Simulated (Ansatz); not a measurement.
# Calculated with Ansatz: Cs₃IO, relaxation

The input file (Ansatz 0.2.0, plane waves):

```yaml
crystal:
  lattice:
    - [3.987778, 6.907033, 0.0]
    - [-3.987778, 6.907033, 0.0]
    - [0.0, 0.0, 7.097499]
  atoms:
    - { symbol: Cs, position: [0.16078, 0.16078, 0.25] }
    - { symbol: Cs, position: [0.83922, 0.32156, 0.75] }
    - { symbol: Cs, position: [0.67844, 0.16078, 0.25] }
    - { symbol: Cs, position: [0.83922, 0.83922, 0.75] }
    - { symbol: Cs, position: [0.16078, 0.67844, 0.25] }
    - { symbol: Cs, position: [0.32156, 0.83922, 0.75] }
    - { symbol: I, position: [0.66667, 0.66666, 0.25] }
    - { symbol: I, position: [0.33333, 0.33334, 0.75] }
    - { symbol: O, position: [0.0, 0.0, 0.0] }
    - { symbol: O, position: [0.0, 0.0, 0.5] }
  symmetry: { tolerance: 0.0003 }
kpoints:
  mp_grid: { grid: [4, 4, 4], shift: [0, 0, 0] }
magnetization:
  spin_polarized: false
scf:
  occupations: { method: gaussian, width: 0.117 }
  lower_state_search: "off"
hamiltonian:
  pseudopotentials: { kind: paw }
  xc: r2scan
basis:
  ecutwfc: 500
  fft_grid_basis: typed
relax:
  max_steps: 80
  cell: { p_target: 0.0 }
  f_tol: 0.03
output:
  forces: true
  stress: true
  eigenvalues: true
  bader: true
  populations: true
  elf: true
  write_potential: true
  volumetric_format: npy
  dos:
    e_range: [-12, 8]
    de: 0.05
    projected: { site_lists: { Cs: [Cs], I: [I], O: [O] } }
  write_density: true
checkpoint:
  read: saved_state
```

The command:

```bash
ansatz run input.yaml --threads 2 --pin off --max-ram 2560MiB --backend cpu --events-out ev --progress --plain --runs-dir out
```

Origin of the cell: a known structure type with other elements, at an estimated volume, so it need not be a known compound.

The saved state is a converged single point of the same cell.

Steps («new basis» is an SCF on plane waves selected anew at the same cell):

```csv
step,ΔF (meV/atom),max force component (eV/Å),P (GPa),volume (Å³),SCF iterations,step was
1,0.0,0.301,0.13,390.98,6,accepted
2,6.4,0.560,1.35,399.50,7,rejected
3,-7.3,0.000,0.31,400.77,10,accepted
4,-8.1,0.025,0.20,406.49,6,accepted
5,-8.4,0.001,0.00,412.38,7,accepted
6,-8.5,0.001,0.00,412.38,7,new basis
```

Step 1, with forces in eV/Å:

```xyz
10
Lattice="3.988 6.907 0.000 -3.988 6.907 0.000 0.000 0.000 7.097" Properties=species:S:1:pos:R:3:forces:R:3 pbc="T T T" step=1
Cs    0.000    2.221    1.774    0.000   -0.301    0.000
Cs    2.064    8.018    5.323    0.261   -0.150    0.000
Cs    2.064    5.797    1.774    0.261    0.150    0.000
Cs    0.000   11.593    5.323    0.000    0.301    0.000
Cs   -2.064    5.797    1.774   -0.261    0.150    0.000
Cs   -2.064    8.018    5.323   -0.261   -0.150    0.000
I     0.000    9.209    1.774    0.000    0.000    0.000
I     0.000    4.605    5.323    0.000    0.000    0.000
O     0.000    0.000    0.000    0.000    0.000    0.000
O     0.000    0.000    3.549    0.000    0.000    0.000
```

Step 3, with forces in eV/Å:

```xyz
10
Lattice="4.027 6.974 0.000 -4.027 6.974 0.000 0.000 0.000 7.135" Properties=species:S:1:pos:R:3:forces:R:3 pbc="T T T" step=3
Cs    0.000    2.174    1.784    0.000    0.000    0.000
Cs    2.144    8.062    5.351    0.000    0.000    0.000
Cs    2.144    5.887    1.784    0.000    0.000    0.000
Cs    0.000   11.774    5.351    0.000    0.000    0.000
Cs   -2.144    5.887    1.784    0.000    0.000    0.000
Cs   -2.144    8.062    5.351    0.000    0.000    0.000
I     0.000    9.299    1.784    0.000    0.000    0.000
I     0.000    4.650    5.351    0.000    0.000    0.000
O     0.000    0.000    0.000    0.000    0.000    0.000
O     0.000    0.000    3.568    0.000    0.000    0.000
```

Step 4, with forces in eV/Å:

```xyz
10
Lattice="4.049 7.013 0.000 -4.049 7.013 0.000 0.000 0.000 7.157" Properties=species:S:1:pos:R:3:forces:R:3 pbc="T T T" step=4
Cs    0.000    2.172    1.789    0.000    0.025    0.000
Cs    2.168    8.099    5.368   -0.022    0.013    0.000
Cs    2.168    5.927    1.789   -0.022   -0.013    0.000
Cs    0.000   11.855    5.368    0.000   -0.025    0.000
Cs   -2.168    5.927    1.789    0.022   -0.013    0.000
Cs   -2.168    8.099    5.368    0.022    0.013    0.000
I     0.000    9.351    1.789    0.000    0.000    0.000
I     0.000    4.675    5.368    0.000    0.000    0.000
O     0.000    0.000    0.000    0.000    0.000    0.000
O     0.000    0.000    3.579    0.000    0.000    0.000
```

Step 6, with forces in eV/Å:

```xyz
10
Lattice="4.069 7.048 0.000 -4.069 7.048 0.000 0.000 0.000 7.190" Properties=species:S:1:pos:R:3:forces:R:3 pbc="T T T" step=6
Cs    0.000    2.176    1.797    0.000   -0.001    0.000
Cs    2.185    8.136    5.392    0.000    0.000    0.000
Cs    2.185    5.960    1.797    0.000    0.000    0.000
Cs    0.000   11.919    5.392    0.000    0.001    0.000
Cs   -2.185    5.960    1.797    0.000    0.000    0.000
Cs   -2.185    8.136    5.392    0.000    0.000    0.000
I     0.000    9.397    1.797    0.000    0.000    0.000
I     0.000    4.698    5.392    0.000    0.000    0.000
O     0.000    0.000    0.000    0.000    0.000    0.000
O     0.000    0.000    3.595    0.000    0.000    0.000
```

| Quantity | Value |
| --- | --- |
| Free energy lowered by | 8.5 meV/atom |
| Volume change | 5.47 % |
| Final pressure | 0.00 GPa |
| Relaxation steps listed | 6 |

Caveats: no spin-orbit coupling, though heavy elements are present; the relaxation held the start's symmetry, so the end may be a saddle point.

It ran for 210 s of wall time on 2 CPU thread(s) of a shared host, from a saved density.
